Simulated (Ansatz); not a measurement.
Ti3AlC (anti-perovskite, Pm-3m) under volume change, plane-wave PAW LDA (Ansatz code), scaled uniformly.

```csv
V (Å³/atom),E − E(relaxed) (meV/atom),P (GPa)
12.593,70.5,19.60
13.008,29.7,12.07
13.423,7.1,5.58
13.838,0.0,0.00
14.253,6.4,-4.80
14.669,?,?
15.084,?,?
```

Some entries are withheld; supply them.


- 14.669, E − E(relaxed) (meV/atom): 24.3
- 14.669, P (GPa): -8.92
- 15.084, E − E(relaxed) (meV/atom): 52.1
- 15.084, P (GPa): -12.47

What does a third-order Birch–Murnaghan fit give for V₀, B₀ and B′?

V₀ = 13.84 Å³/atom, B₀ = 172 GPa, B′ = 4.0.

The first step of the workflow began from a Materials Project structure, measured or hypothetical; the Crystallography Open Database copy checked does not list it. Its standing as an ambient phase is unchecked. The cell was relaxed with LDA under the symmetry of its start; its stability against distortions is not shown here. No spin polarisation was allowed.

Potentials: the earlier of the program's two PAW sets. The files were generated under PBE; for other functionals the program regenerates the frozen cores, and for LDA and PBEsol the local potential too.
